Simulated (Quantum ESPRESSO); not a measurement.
## Mg2AlS3F (finding a planted mistake in a log)

A calculation, not a measurement. The program is pw.x of Quantum ESPRESSO 7.5 (plane-wave density functional theory). The cell is made up: 7 atoms on a wurtzite lattice with one site empty, with randomly drawn elements, strain and displacements, not relaxed. PseudoDojo standard norm-conserving files (v0.5 for PBE, v0.4.1 for LDA and PBEsol) set the functional; there is no spin polarisation, spin-orbit coupling or dispersion term, and the masses in the input are unused placeholders.

Intended input:

```
&control calculation='scf', pseudo_dir='./dojo.nc.sr.pbe.v0_5.standard.upf', outdir='./o', disk_io='low', tprnfor=.true., tstress=.true. /
&system ibrav=0, nat=7, ntyp=4, nbnd=30, ecutwfc=84.00895049, nosym=.true., tot_charge=0,
 occupations='smearing', smearing='fd', degauss=0.0018374661
/
&electrons conv_thr=7.350e-09, electron_maxstep=60, /
ATOMIC_SPECIES
Al 1.0 Al.upf
F 1.0 F.upf
Mg 1.0 Mg.upf
S 1.0 S.upf
CELL_PARAMETERS angstrom
3.7712 -0.0186 0.0132
-0.0323 6.4872 -0.0234
0.0215 -0.0221 6.2916
ATOMIC_POSITIONS angstrom
Mg 0.0766 0.0245 0.1105
Mg 1.8322 3.2562 0.0155
Al 1.7599 1.1362 3.01
S -0.1171 0.0041 2.4057
F 1.8861 3.177 2.3104
S 1.8208 1.0709 5.3988
S -0.0092 4.3747 5.6052
K_POINTS automatic
5 4 4 1 1 1
```

The log is shortened where brackets say so; the opening notice, blank lines, dates and the lines on written files are dropped, and the path of the files is cut. It prints rydbergs, bohrs and kilobars, and counts compression as positive stress. Where no state is partly filled, the Fermi energy that it prints is only some level between the filled and the empty states on the mesh, and need not lie in the true gap.

Log of the intended run:

```
     Program PWSCF v.7.5
     Parallel version (MPI & OpenMP), running on       4 processor cores
     Number of MPI processes:                 4
     Threads/MPI process:                     1
     [start-up lines left out]
     bravais-lattice index     =            0
     lattice parameter (alat)  =       7.1267  a.u.
     unit-cell volume          =    1038.6596 (a.u.)^3
     number of atoms/cell      =            7
     number of atomic types    =            4
     number of electrons       =        48.00
     number of Kohn-Sham states=           30
     kinetic-energy cutoff     =      84.0090  Ry
     charge density cutoff     =     336.0358  Ry
     scf convergence threshold =      7.3E-09
     mixing beta               =       0.7000
     number of iterations used =            8  plain     mixing
     Exchange-correlation= PBE
                           (   1   4   3   4   0   0   0)
     [axes and pseudopotential details left out]
   Cartesian axes
     site n.     atom                  positions (alat units)
         1        Mg     tau(   1) = (   0.0203115   0.0064965   0.0293005  )
         2        Mg     tau(   2) = (   0.4858312   0.8634229   0.0041100  )
         3        Al     tau(   3) = (   0.4666599   0.3012779   0.7981398  )
         4        S      tau(   4) = (  -0.0310506   0.0010872   0.6379020  )
         5        F      tau(   5) = (   0.5001234   0.8424220   0.6126320  )
         6        S      tau(   6) = (   0.4828083   0.2839628   1.4315606  )
         7        S      tau(   7) = (  -0.0024395   1.1600074   1.4862902  )
     number of k points=    40  Fermi-Dirac smearing, width (Ry)=  0.0018
                       cart. coord. in units 2pi/alat
        k(    1) = (   0.1001021   0.0734359   0.0748425), wk =   0.0500000
        k(    2) = (   0.0995802   0.0739738   0.2246996), wk =   0.0500000
     [further k points left out]
     Dense  grid:   108107 G-vectors     FFT dimensions: (  45,  72,  72)
     Estimated max dynamical RAM per process >     190.51 MB
     Estimated total dynamical RAM >     682.85 MB
     Initial potential from superposition of free atoms
     starting charge      47.9958, renormalised to      48.0000
     Starting wfcs are   30 randomized atomic wfcs
     total cpu time spent up to now is        4.8 secs
     per-process dynamical memory:   137.7 Mb
     Self-consistent Calculation
     iteration #  1     ecut=    84.01 Ry     beta= 0.70
     Davidson diagonalization with overlap
     ethr =  1.00E-02,  avg # of iterations =  6.0
     total cpu time spent up to now is       16.0 secs
     total energy              =    -357.83991900 Ry
     estimated scf accuracy    <       0.65793696 Ry
     iteration #  2     ecut=    84.01 Ry     beta= 0.70
     Davidson diagonalization with overlap
     ethr =  1.37E-03,  avg # of iterations =  3.4
     total cpu time spent up to now is       25.9 secs
     total energy              =    -357.94146737 Ry
     estimated scf accuracy    <       0.62359278 Ry
     [iterations 3 to 9 left out]
     iteration # 10     ecut=    84.01 Ry     beta= 0.70
     Davidson diagonalization with overlap
     ethr =  4.48E-10,  avg # of iterations =  2.0
     total cpu time spent up to now is       91.1 secs
     total energy              =    -358.09762276 Ry
     estimated scf accuracy    <          7.7E-09 Ry
     iteration # 11     ecut=    84.01 Ry     beta= 0.70
     Davidson diagonalization with overlap
     ethr =  1.61E-11,  avg # of iterations =  3.7
     total cpu time spent up to now is       97.8 secs
     End of self-consistent calculation
     [lines on levels left out]
     the Fermi energy is     4.2099 ev
!    total energy              =    -358.09762276 Ry
     estimated scf accuracy    <          1.4E-09 Ry
     smearing contrib. (-TS)   =       0.00000000 Ry
     internal energy E=F+TS    =    -358.09762276 Ry
     The total energy is F=E-TS. E is the sum of the following terms:
     one-electron contribution =    -269.03809275 Ry
     hartree contribution      =     141.48432311 Ry
     xc contribution           =     -64.00815480 Ry
     ewald contribution        =    -166.53569833 Ry
     convergence has been achieved in  11 iterations
     Forces acting on atoms (cartesian axes, Ry/au):
     atom    1 type  3   force =    -0.04270759   -0.01080637   -0.03302773
     atom    2 type  3   force =     0.00741513    0.03133854    0.04682639
     atom    3 type  1   force =     0.01118789    0.08572512    0.02589778
     atom    4 type  4   force =    -0.00267225    0.02196008    0.04159940
     atom    5 type  2   force =    -0.00950574   -0.11554817   -0.00651887
     atom    6 type  4   force =     0.04333136    0.01149756   -0.05407628
     atom    7 type  4   force =    -0.00704879   -0.02416676   -0.02070069
     Total force =     0.190017     Total SCF correction =     0.000064
     Computing stress (Cartesian axis) and pressure
          total   stress  (Ry/bohr**3)                   (kbar)     P=       17.68
   0.00030572   0.00005524  -0.00007775           44.97        8.13      -11.44
   0.00005524   0.00006808   0.00018340            8.13       10.02       26.98
  -0.00007775   0.00018340  -0.00001315          -11.44       26.98       -1.93
     init_run     :      4.29s CPU      4.56s WALL (       1 calls)
     electrons    :     92.15s CPU     93.00s WALL (       1 calls)
     forces       :      1.01s CPU      1.05s WALL (       1 calls)
     stress       :      3.41s CPU      3.41s WALL (       1 calls)
     [timing details left out]
     PWSCF        :   1m41.18s CPU   1m42.41s WALL
     JOB DONE.
```

A second run was made from an input with one planted mistake. Its log:

```
     Program PWSCF v.7.5
     Parallel version (MPI & OpenMP), running on       4 processor cores
     Number of MPI processes:                 4
     Threads/MPI process:                     1
     [start-up lines left out]
     bravais-lattice index     =            0
     lattice parameter (alat)  =       7.1267  a.u.
     unit-cell volume          =    1038.6596 (a.u.)^3
     number of atoms/cell      =            7
     number of atomic types    =            4
     number of electrons       =        48.00
     number of Kohn-Sham states=           30
     kinetic-energy cutoff     =      84.0090  Ry
     charge density cutoff     =     336.0358  Ry
     scf convergence threshold =      7.3E-09
     mixing beta               =       0.7000
     number of iterations used =            8  plain     mixing
     Exchange-correlation= PBESOL
                           (   1   4  10   8   0   0   0)
     [axes and pseudopotential details left out]
   Cartesian axes
     site n.     atom                  positions (alat units)
         1        Mg     tau(   1) = (   0.0203115   0.0064965   0.0293005  )
         2        Mg     tau(   2) = (   0.4858312   0.8634229   0.0041100  )
         3        Al     tau(   3) = (   0.4666599   0.3012779   0.7981398  )
         4        S      tau(   4) = (  -0.0310506   0.0010872   0.6379020  )
         5        F      tau(   5) = (   0.5001234   0.8424220   0.6126320  )
         6        S      tau(   6) = (   0.4828083   0.2839628   1.4315606  )
         7        S      tau(   7) = (  -0.0024395   1.1600074   1.4862902  )
     number of k points=    40  Fermi-Dirac smearing, width (Ry)=  0.0018
                       cart. coord. in units 2pi/alat
        k(    1) = (   0.1001021   0.0734359   0.0748425), wk =   0.0500000
        k(    2) = (   0.0995802   0.0739738   0.2246996), wk =   0.0500000
     [further k points left out]
     Dense  grid:   108107 G-vectors     FFT dimensions: (  45,  72,  72)
     Estimated max dynamical RAM per process >     190.51 MB
     Estimated total dynamical RAM >     682.85 MB
     Initial potential from superposition of free atoms
     starting charge      47.9960, renormalised to      48.0000
     Starting wfcs are   30 randomized atomic wfcs
     total cpu time spent up to now is        5.1 secs
     per-process dynamical memory:   137.7 Mb
     Self-consistent Calculation
     iteration #  1     ecut=    84.01 Ry     beta= 0.70
     Davidson diagonalization with overlap
     ethr =  1.00E-02,  avg # of iterations =  6.0
     total cpu time spent up to now is       16.3 secs
     total energy              =    -357.37267129 Ry
     estimated scf accuracy    <       0.61069313 Ry
     iteration #  2     ecut=    84.01 Ry     beta= 0.70
     Davidson diagonalization with overlap
     ethr =  1.27E-03,  avg # of iterations =  3.3
     total cpu time spent up to now is       26.3 secs
     total energy              =    -357.46336154 Ry
     estimated scf accuracy    <       0.60540017 Ry
     [iterations 3 to 8 left out]
     iteration #  9     ecut=    84.01 Ry     beta= 0.70
     Davidson diagonalization with overlap
     ethr =  1.15E-09,  avg # of iterations =  2.0
     total cpu time spent up to now is       92.3 secs
     total energy              =    -357.61358966 Ry
     estimated scf accuracy    <       0.00000017 Ry
     iteration # 10     ecut=    84.01 Ry     beta= 0.70
     Davidson diagonalization with overlap
     ethr =  3.51E-10,  avg # of iterations =  2.0
     total cpu time spent up to now is      100.4 secs
     End of self-consistent calculation
     [lines on levels left out]
     the Fermi energy is     4.0794 ev
!    total energy              =    -357.61358969 Ry
     estimated scf accuracy    <          7.2E-09 Ry
     smearing contrib. (-TS)   =       0.00000000 Ry
     internal energy E=F+TS    =    -357.61358969 Ry
     The total energy is F=E-TS. E is the sum of the following terms:
     one-electron contribution =    -268.98732815 Ry
     hartree contribution      =     141.10222729 Ry
     xc contribution           =     -63.19279050 Ry
     ewald contribution        =    -166.53569833 Ry
     convergence has been achieved in  10 iterations
     Forces acting on atoms (cartesian axes, Ry/au):
     atom    1 type  3   force =    -0.04203304   -0.01022912   -0.03244240
     atom    2 type  3   force =     0.00733698    0.03039528    0.04776978
     atom    3 type  1   force =     0.01124516    0.08758881    0.02393996
     atom    4 type  4   force =    -0.00268132    0.02288482    0.04113666
     atom    5 type  2   force =    -0.00957112   -0.11828462   -0.00703972
     atom    6 type  4   force =     0.04259619    0.01053004   -0.05398837
     atom    7 type  4   force =    -0.00689285   -0.02288520   -0.01937592
     Total force =     0.191565     Total SCF correction =     0.000288
     Computing stress (Cartesian axis) and pressure
          total   stress  (Ry/bohr**3)                   (kbar)     P=        2.88
   0.00020239   0.00005343  -0.00007616           29.77        7.86      -11.20
   0.00005343  -0.00003309   0.00018420            7.86       -4.87       27.10
  -0.00007616   0.00018420  -0.00011052          -11.20       27.10      -16.26
     init_run     :      4.30s CPU      4.55s WALL (       1 calls)
     electrons    :     93.64s CPU     95.29s WALL (       1 calls)
     forces       :      1.39s CPU      1.44s WALL (       1 calls)
     stress       :      4.60s CPU      4.60s WALL (       1 calls)
     [timing details left out]
     PWSCF        :   1m44.59s CPU   1m46.66s WALL
     JOB DONE.
```

Question: what was wrong in the second input?

Answer: the files are those of another functional. The input lines that differ, file-writing options aside:

```
- &control calculation='scf', pseudo_dir='./dojo.nc.sr.pbe.v0_5.standard.upf', outdir='./o', disk_io='low', tprnfor=.true., tstress=.true. /
+ &control calculation='scf', pseudo_dir='./dojo.nc.sr.pbesol.v0_4_1.standard.upf', outdir='./o', disk_io='low', tprnfor=.true., tstress=.true. /
```

|  | intended run | run with the mistake |
| --- | --- | --- |
| free energy (eV) | -4872.166 | -4865.581 |
| smearing term -TS (eV) | 0.0000 | 0.0000 |
| pressure (GPa) | 1.77 | 0.29 |
| largest force component (eV/Å) | 2.971 | 3.041 |
| largest change of a force component (eV/Å) |  | 0.070 |
| iterations | 11 | 10 |

For scale, a rerun of the intended cell at 1437 eV and a 7 x 6 x 6 mesh moved values by no more than 0.002 eV in energy, 0.04 GPa in stress and 0.011 eV/Å in force. Files of another functional have another zero of energy, so the energy change says nothing on stability.